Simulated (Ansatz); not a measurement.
**Relaxing a structure of Si₂W**

The start is a generated trial cell of Si2W in the AFLOW prototype A2B_oP12_62_2c_c (C23, as in PbCl2). The cell and all atomic positions are relaxed at zero pressure with PBE (plane waves to 420 eV, PAW, scalar-relativistic; Ansatz, a program for electronic structure). First-step values are on the input's coarse k-mesh.

Ansatz input (later rounds restart from its end on a renewed k-mesh):
Ansatz 0.2 input:
```yaml
crystal:
  lattice:
    - [6.228929, 0, 0]
    - [0, 3.7062634, 0]
    - [0, 0, 7.3935631]
  atoms:
    - { symbol: W, position: [0.7377, 0.25, 0.5959] }
    - { symbol: W, position: [0.2377, 0.25, 0.9041] }
    - { symbol: W, position: [0.2623, 0.75, 0.4041] }
    - { symbol: W, position: [0.7623, 0.75, 0.0959] }
    - { symbol: Si, position: [0.625, 0.25, 0.9217] }
    - { symbol: Si, position: [0.125, 0.25, 0.5783] }
    - { symbol: Si, position: [0.375, 0.75, 0.0783] }
    - { symbol: Si, position: [0.875, 0.75, 0.4217] }
    - { symbol: Si, position: [0.5202, 0.25, 0.337] }
    - { symbol: Si, position: [0.0202, 0.25, 0.163] }
    - { symbol: Si, position: [0.4798, 0.75, 0.663] }
    - { symbol: Si, position: [0.9798, 0.75, 0.837] }
basis: { ecutwfc: 420, ecutrho_ratio: 4, xc_grid: 2, fft_grid_basis: typed }
kpoints: { mp_grid: { grid: [3, 5, 3] } }
hamiltonian:
  xc: pbe
  dispersion: none
  pseudopotentials: { azcp: { folder: ./paw }, kind: paw }
scf: { occupations: { method: fermi_dirac, width: 0.05 } }
relax: { f_tol: 0.01, max_steps: 100, cell: { stress_tol: 0.02 } }
output: { forces: true, stress: true }
```

What pressure does the first self-consistent step give?

+24 GPa (positive: the cell is compressed).

How much energy is released per atom?

0.96 eV/atom.

How does the volume per atom move from start to end?

+0.9 %, from 14.22 to 14.36 Å³/atom.

How do the shortest distances between atoms change?

The closest pairs of elements (up to four, under 3.6 Å), start → end: Si–W 2.35 → 2.53 Å; Si–Si 2.68 → 2.42 Å; W–W 3.71 → 3.31 Å.

What band gap does the relaxed structure have at this level?

Zero (metallic).

What does it relax into? Give the structure.


```cif
data_Si8W4
_chemical_formula_sum 'W4 Si8'
_space_group_name_H-M_alt 'Pnma'
_space_group_IT_number 62
_space_group_name_Hall '-P 2ac 2n'
_cell_length_a 6.11014
_cell_length_b 3.35604
_cell_length_c 8.40072
_cell_angle_alpha 90.000
_cell_angle_beta 90.000
_cell_angle_gamma 90.000
loop_
_space_group_symop_operation_xyz
  'x, y, z'
  '-x, -y, -z'
  '-x+1/2, -y, z+1/2'
  'x+1/2, y, -z+1/2'
  'x+1/2, -y+1/2, -z+1/2'
  '-x+1/2, y+1/2, z+1/2'
  '-x, y+1/2, -z'
  'x, -y+1/2, z'
loop_
_atom_site_label
_atom_site_type_symbol
_atom_site_symmetry_multiplicity
_atom_site_Wyckoff_symbol
_atom_site_fract_x
_atom_site_fract_y
_atom_site_fract_z
_atom_site_occupancy
W1 W 4 c 0.24974 0.75000 0.32617 1
Si1 Si 4 c 0.13305 0.25000 0.53754 1
Si2 Si 4 c 0.06862 0.25000 0.12178 1
```

The space group stays Pnma (No. 62) (the run could not lower it), with 12 atoms in the primitive cell. Final values are on a 6×11×5 k-mesh of the relaxed cell. No spin polarisation in the result.

The run could not lose the symmetry of its start: the end is stationary, and may be a saddle point rather than a minimum.

The relaxed structure here is a generated cell of Si2W: the first start was made by placing the elements on the sites of a structure type, and the end was not matched to a known phase here, so it may be hypothetical. Known forms of Si2W include space group No. 139.
